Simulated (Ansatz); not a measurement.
## From three elastic constants to directional properties of CaO

Computed with DFT LDA, scalar-relativistic, plane waves, PAW (Ansatz 0.2.0). Cutoff 420 eV, 8×8×8 k-points (Γ-centred), fixed occupations. No spin polarisation.

Equilibrium structure at this level:
```cif
data_structure
_symmetry_space_group_name_H-M 'P 1'
_symmetry_Int_Tables_number 1
_cell_length_a 3.3290
_cell_length_b 3.3290
_cell_length_c 3.3290
_cell_angle_alpha 60.000
_cell_angle_beta 60.000
_cell_angle_gamma 60.000
_cell_volume 26.09
loop_
_atom_site_label
_atom_site_type_symbol
_atom_site_fract_x
_atom_site_fract_y
_atom_site_fract_z
_atom_site_occupancy
Ca1 Ca 0.00000 0.00000 0.00000 1
O1 O 0.50000 0.50000 0.50000 1
```

With ions relaxed, on the cubic axes: C11 = 260.4, C12 = 63.1, C44 = 80.0 GPa. The density is 3.570 g/cm³. Zone-centre modes weren't checked beside this run.

Task: Is the crystal stable against strain, and how anisotropic is it?

Result: Born's conditions hold: C11 + 2C12 = 386.5, C11 − C12 = 197.3 and C44 = 80.0 GPa are all positive. B = (C11 + 2C12)/3 = 128.8 GPa. The two shear moduli are C44 and C′ = (C11 − C12)/2 = 98.6 GPa, so Zener's ratio is A = C44/C′ = 0.81: the shear C44 is the soft one, as in NaCl, KCl, the halide perovskites and the bcc metals V, Nb, Cr and Mo. The Cauchy pressure C12 − C44 is -16.9 GPa; it would vanish for pair forces between atoms on inversion centres at zero pressure, and a negative value is usual with directional bonding, though many-body forces give one in some ionic oxides too.

Task: Give the sound speeds along the three symmetry directions.

Result: The Christoffel equation gives ρv² for each branch:
```csv
direction,branch,ρv²,GPa,v (m/s)
[100],L,C11,260.4,8540
[100],T (×2),C44,80.0,4734
[110],L,(C11 + C12 + 2C44)/2,241.7,8229
[110],"T, u ∥ [001]",C44,80.0,4734
[110],"T, u ∥ [1-10]",(C11 − C12)/2,98.6,5257
[111],L,(C11 + 2C12 + 4C44)/3,235.5,8122
[111],T (×2),(C11 − C12 + C44)/3,92.4,5089
```

Task: How does Young's modulus depend on direction?

Result: Inverting gives S11 = 4.242, S12 = -0.827, S44 = 12.502 TPa⁻¹. Along a unit vector (l, m, n), 1/E = S11 − 2(S11 − S12 − S44/2)(l²m² + m²n² + n²l²), where the last bracket is 0, 1/4 and 1/3 for [100], [110] and [111]: E = 236, 207 and 199 GPa. With A < 1 the cube edge is stiffest. For a film on (001), the biaxial modulus is C11 + C12 − 2C12²/C11 = 293 GPa and the normal strain is −2C12/C11 = -0.48 times the in-plane one.

Cost: 1 run of about 0.1 core-minutes, on Arm Neoverse V1 (shared hosts).